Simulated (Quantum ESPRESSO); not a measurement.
pw.x input (Quantum ESPRESSO 7.5; PBEsol, PseudoDojo standard norm-conserving files, scalar-relativistic):

```
&CONTROL
  calculation = 'scf'
  pseudo_dir = './pseudo'
  outdir = './out'
  tprnfor = .true.
  tstress = .true.
/
&SYSTEM
  ibrav = 0
  nat = 6
  ntyp = 3
  ecutwfc = 84.0
  ecutrho = 336.0
  occupations = 'smearing'
  smearing = 'fd'
  degauss = 0.002
  nbnd = 12
/
&ELECTRONS
  conv_thr = 6e-10
/
ATOMIC_SPECIES
H 1.0080 H.upf
N 14.0070 N.upf
Br 79.9040 Br.upf
CELL_PARAMETERS angstrom
  4.000100000000   0.000000000000   0.000000000000
  0.000000000000   4.000100000000   0.000000000000
  0.000000000000   0.000000000000   4.000100000000
ATOMIC_POSITIONS crystal
H   0.149210000000   0.149210000000   0.850790000000
H   0.149210000000   0.850790000000   0.149210000000
H   0.850790000000   0.850790000000   0.850790000000
H   0.850790000000   0.149210000000   0.149210000000
N   0.000000000000   0.000000000000   0.000000000000
Br   0.500000000000   0.500000000000   0.500000000000
K_POINTS automatic
8 8 8 0 0 0
```

End of the output:

```
     total energy              =     -56.96276175 Ry
     estimated scf accuracy    <       0.00000112 Ry
     total energy              =     -56.96276194 Ry
     estimated scf accuracy    <       0.00000007 Ry
     total energy              =     -56.96276196 Ry
     estimated scf accuracy    <          3.8E-09 Ry
[...]
     the Fermi energy is     4.3496 ev
!    total energy              =     -56.96276196 Ry
     estimated scf accuracy    <          3.0E-10 Ry
     smearing contrib. (-TS)   =      -0.00000000 Ry
     internal energy E=F+TS    =     -56.96276196 Ry
     The total energy is F=E-TS. E is the sum of the following terms:
     one-electron contribution =     -15.43956554 Ry
     hartree contribution      =      13.10568568 Ry
     xc contribution           =     -19.13657867 Ry
     ewald contribution        =     -35.49230343 Ry
     convergence has been achieved in   9 iterations
     Forces acting on atoms (cartesian axes, Ry/au):
     atom    1 type  1   force =     0.00922008    0.00922008   -0.00922008
     atom    2 type  1   force =     0.00922008   -0.00922008    0.00922008
     atom    3 type  1   force =    -0.00922008   -0.00922008   -0.00922008
     atom    4 type  1   force =    -0.00922008    0.00922008    0.00922008
     atom    5 type  2   force =     0.00000000    0.00000000    0.00000000
     atom    6 type  3   force =     0.00000000    0.00000000    0.00000000
     Total force =     0.031939     Total SCF correction =     0.000008
     Computing stress (Cartesian axis) and pressure
          total   stress  (Ry/bohr**3)                   (kbar)     P=        8.80
   0.00005985   0.00000000   0.00000000            8.80        0.00        0.00
   0.00000000   0.00005985   0.00000000            0.00        8.80        0.00
   0.00000000   0.00000000   0.00005985            0.00        0.00        8.80
```
In a gapped system the printed Fermi energy is only some level inside the gap.

Spin-orbit coupling is not included.

Geometry of the Materials Project entry, not relaxed at this level.
